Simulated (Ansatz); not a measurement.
A relaxed structure of PbSe. Space group Fm-3m (No. 225), rock salt type. These are PBEsol (plane waves to 420 eV, PAW, scalar-relativistic; Ansatz, a program for electronic structure) values and carry that method's errors.

Space group Fm-3m (No. 225); a = b = c = 6.102 Å, α = β = γ = 90.00°

```json
[
 {"atom": "Se", "site": "4a", "symmetry": "m-3m", "x": "0.0000", "y": "0.0000", "z": "0.0000"},
 {"atom": "Pb", "site": "4b", "symmetry": "m-3m", "x": "0.5000", "y": "0.5000", "z": "0.5000"}
]
```
(The calculation used a cell of 2 atoms; values per cell refer to that cell.)

```json
{
 "volume_per_atom": "28.39 Å³",
 "band_gap": "0.17 eV, direct at L (no spin-orbit coupling)",
 "shortest_distances": "Pb–Se 3.05 Å",
 "k-mesh": "9×9×9"
}
```

Band energies at high-symmetry points (eV from the VBM; labels of this space group; no spin-orbit coupling), from −5 eV up to 1.3 eV:

| point | energies |
|---|---|
| Γ | -1.93 -1.93 -1.93 |
| X | -3.32 -3.32 |
| U | -4.70 -2.80 -2.47 |
| K | -4.70 -2.80 -2.47 |
| L | -1.51 -1.51 0.00 0.17 |
| W | -4.34 -4.34 -0.81 |

No spin polarisation in the result. Without spin-orbit coupling the bands of the heavy element are not split, so the gap can be far off.

The run could not lose the symmetry of its start.

All atoms sit on sites fixed by symmetry, so only the cell could relax.
